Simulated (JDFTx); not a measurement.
An input for a modified build of JDFTx (Ir(100), CANDLE, water, 1 M NaF; bohr, hartree) and the course of its log:

```
lattice \
  5.1497683269 0.0000000000 0.0000000000 \
  0.0000000000 5.1497683269 0.0000000000 \
  0.0000000000 0.0000000000 44.7865091536
coords-type Lattice
ion Ir 0.0000000000 0.0000000000 -0.1626130800 0
ion Ir 0.5000000000 0.5000000000 -0.0813065400 0
ion Ir 0.0000000000 0.0000000000 0.0000000000 0
ion Ir 0.5000000000 0.5000000000 0.0813065400 0
ion Ir 0.0000000000 0.0000000000 0.1626130800 0
ion-species pseudo/ir_pbe_v1.2.upf
elec-cutoff 20 100
elec-ex-corr gga-PBE
coulomb-interaction Slab 001
coulomb-truncation-embed 0 0 0
kpoint-folding 8 8 1
elec-smearing Fermi 0.01
elec-n-bands 46
target-mu -0.172354
electronic-scf nIterations 100 energyDiffThreshold 1e-07
fluid LinearPCM
pcm-variant CANDLE
fluid-solvent H2O
fluid-cation Na+ 1
fluid-anion F- 1
fluid-minimize nIterations 400 knormThreshold 1e-11
wavefunction read f0.wfns
elec-initial-eigenvals f0.eigenvals
elec-initial-fillings read f0.fillings
fluid-initial-state f0.fluidState
dump-name f0_u0.$VAR
dump End State Ecomponents EigStats BandEigs Forces ElecDensity IonicPositions Fillings Kpoints Dtot FluidDebug BoundCharge FluidDensity
```

```
[one cycle in 5 is shown, and the last three; fluid-solver lines are left out]
	FillingsUpdate:  mu: -0.172354000  nElectrons: 78.410140
SCF: Cycle:  0   G: -364.853107179226981   dG: +4.486e+00   |Residual|: 2.697e-01   |deigs|: 1.015e-08
	FillingsUpdate:  mu: -0.172354000  nElectrons: 75.475601
SCF: Cycle:  5   G: -369.278934996995986   dG: +4.638e-02   |Residual|: 2.913e-02   |deigs|: 1.336e-03
	FillingsUpdate:  mu: -0.172354000  nElectrons: 76.053619
SCF: Cycle: 10   G: -368.957800885442623   dG: +3.667e-02   |Residual|: 7.922e-02   |deigs|: 4.730e-04
	FillingsUpdate:  mu: -0.172354000  nElectrons: 76.222258
SCF: Cycle: 15   G: -368.841245413073466   dG: +1.307e-01   |Residual|: 8.622e-02   |deigs|: 1.182e-03
	FillingsUpdate:  mu: -0.172354000  nElectrons: 78.086204
SCF: Cycle: 20   G: -365.615407182420540   dG: -4.784e+00   |Residual|: 2.438e-01   |deigs|: 8.544e-03
	FillingsUpdate:  mu: -0.172354000  nElectrons: 79.344050
SCF: Cycle: 25   G: -361.758450259876668   dG: +4.057e+00   |Residual|: 3.497e-01   |deigs|: 7.494e-03
	FillingsUpdate:  mu: -0.172354000  nElectrons: 75.780464
SCF: Cycle: 30   G: -369.156639514851406   dG: -1.799e+00   |Residual|: 5.466e-02   |deigs|: 8.589e-03
	FillingsUpdate:  mu: -0.172354000  nElectrons: 75.114477
SCF: Cycle: 35   G: -369.337951056874601   dG: -2.487e-02   |Residual|: 7.149e-03   |deigs|: 1.880e-03
	FillingsUpdate:  mu: -0.172354000  nElectrons: 75.202615
SCF: Cycle: 40   G: -369.340737671142278   dG: -1.242e-05   |Residual|: 6.217e-05   |deigs|: 3.712e-05
	FillingsUpdate:  mu: -0.172354000  nElectrons: 75.201723
SCF: Cycle: 45   G: -369.340737826679742   dG: +4.034e-08   |Residual|: 3.524e-05   |deigs|: 2.845e-06
	FillingsUpdate:  mu: -0.172354000  nElectrons: 75.202272
SCF: Cycle: 50   G: -369.340737881423877   dG: -2.507e-08   |Residual|: 3.989e-05   |deigs|: 2.388e-06
	FillingsUpdate:  mu: -0.172354000  nElectrons: 75.201661
SCF: Cycle: 55   G: -369.340737689224170   dG: +1.789e-07   |Residual|: 6.909e-05   |deigs|: 4.652e-06
	FillingsUpdate:  mu: -0.172354000  nElectrons: 75.201169
SCF: Cycle: 60   G: -369.340737471209991   dG: -3.102e-06   |Residual|: 7.158e-05   |deigs|: 1.083e-05
	FillingsUpdate:  mu: -0.172354000  nElectrons: 75.201199
SCF: Cycle: 65   G: -369.340737608223208   dG: +6.990e-09   |Residual|: 6.672e-05   |deigs|: 3.492e-06
	FillingsUpdate:  mu: -0.172354000  nElectrons: 75.201486
SCF: Cycle: 70   G: -369.340737703890568   dG: -8.620e-08   |Residual|: 5.293e-05   |deigs|: 1.369e-06
	FillingsUpdate:  mu: -0.172354000  nElectrons: 75.202151
SCF: Cycle: 75   G: -369.340737895217103   dG: -3.540e-06   |Residual|: 2.758e-05   |deigs|: 1.538e-05
	FillingsUpdate:  mu: -0.172354000  nElectrons: 75.200791
SCF: Cycle: 80   G: -369.340736906803045   dG: +9.547e-07   |Residual|: 1.085e-04   |deigs|: 9.457e-06
	FillingsUpdate:  mu: -0.172354000  nElectrons: 75.201957
SCF: Cycle: 85   G: -369.340737897726171   dG: -1.883e-06   |Residual|: 1.954e-05   |deigs|: 1.211e-05
	FillingsUpdate:  mu: -0.172354000  nElectrons: 75.204133
SCF: Cycle: 90   G: -369.340735221707519   dG: +2.680e-06   |Residual|: 1.781e-04   |deigs|: 1.392e-05
	FillingsUpdate:  mu: -0.172354000  nElectrons: 75.201942
SCF: Cycle: 95   G: -369.340737894787537   dG: -1.055e-06   |Residual|: 1.955e-05   |deigs|: 9.334e-06
	FillingsUpdate:  mu: -0.172354000  nElectrons: 75.201950
SCF: Cycle: 97   G: -369.340737897722818   dG: -4.500e-06   |Residual|: 1.839e-05   |deigs|: 1.872e-05
	FillingsUpdate:  mu: -0.172354000  nElectrons: 75.205221
SCF: Cycle: 98   G: -369.340732575863228   dG: +5.322e-06   |Residual|: 2.606e-04   |deigs|: 2.027e-05
	FillingsUpdate:  mu: -0.172354000  nElectrons: 75.201983
SCF: Cycle: 99   G: -369.340737900276224   dG: -5.324e-06   |Residual|: 1.804e-05   |deigs|: 2.005e-05
SCF: None of the convergence criteria satisfied after 100 iterations.
IonicMinimize: Iter:   0  G: -369.340737900276224  |grad|_K:  0.000e+00
IonicMinimize: Converged (|grad|_K<1.000000e-04).
```

This run gave no converged result. The loop ran out of cycles short of its threshold. It has stalled and not diverged: the last ten energies span 5e-06 Ha, so the total is near its end, but levels, forces and the electron count aren't shown converged.
